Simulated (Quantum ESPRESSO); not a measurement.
# Band energies of CdClOH monolayer at +5 % biaxial strain

```
CdClOH
1.0
    3.82827     0.00000     0.00000
   -1.91413     3.31538     0.00000
    0.00000     0.00000    16.50000
H O Cl Cd
1 1 1 1
Direct
  0.00000   0.00000   0.10095
  0.00000   0.00000   0.04218
  0.33333   0.66667   0.89905
  0.66667   0.33333   0.98411
```

norm-conserving PBEsol (Quantum ESPRESSO, 102 Ry, without SOC); path ΓMKΓ; energies in eV from the valence-band maximum.

```
k (1/Å)  point  band 13  band 14  band 15  band 16  band 17  band 18  band 19  band 20
-------  -----  -------  -------  -------  -------  -------  -------  -------  -------
0.00         Γ    -1.54    -0.78    -0.78    -0.01    -0.01     2.72     4.79     6.16
0.11              -1.56    -0.82    -0.80    -0.07    -0.01     2.80     4.84     6.24
0.32              -1.82    -1.03    -0.98    -0.45    -0.02     3.35     5.19     6.82
0.53              -2.37    -1.36    -1.27    -0.63    -0.02     4.13     5.63     7.35
0.74              -2.85    -1.82    -1.53    -0.53    -0.01     4.87     5.95     7.58
0.95         M    -3.03    -2.01    -1.64    -0.48     0.00     5.13     6.37     7.17
1.17              -3.08    -2.02    -1.67    -0.57    -0.09     5.33     6.61     7.33
1.39              -3.20    -2.07    -1.52    -1.01    -0.06     5.68     6.99     7.80
1.49         K    -3.22    -2.07    -1.46    -1.12    -0.05     5.74     7.10     8.00
1.59              -3.19    -2.07    -1.48    -1.05    -0.06     5.68     6.94     8.01
1.79              -2.94    -2.04    -1.37    -0.75    -0.15     5.23     6.27     8.52
1.99              -2.50    -1.76    -1.14    -0.51    -0.25     4.44     5.83     7.86
2.19              -2.00    -1.28    -0.99    -0.43    -0.14     3.64     5.38     7.14
2.39              -1.63    -0.92    -0.86    -0.20    -0.03     3.00     4.96     6.45
2.59         Γ    -1.54    -0.78    -0.78    -0.01    -0.01     2.72     4.79     6.16
```

The PBEsol gap is 2.72 eV and nearly direct: the edges lie at M and Γ, the smallest direct gap within 0.02 eV of it. Another valence extremum on the path lies within 0.02 eV, too close to call.

Spin-orbit splittings are left out.

Geometry strained from the cell relaxed with PBEsol, atoms relaxed again.

This is a model layer cut from the bulk structure; whether it is stable on its own was not checked.
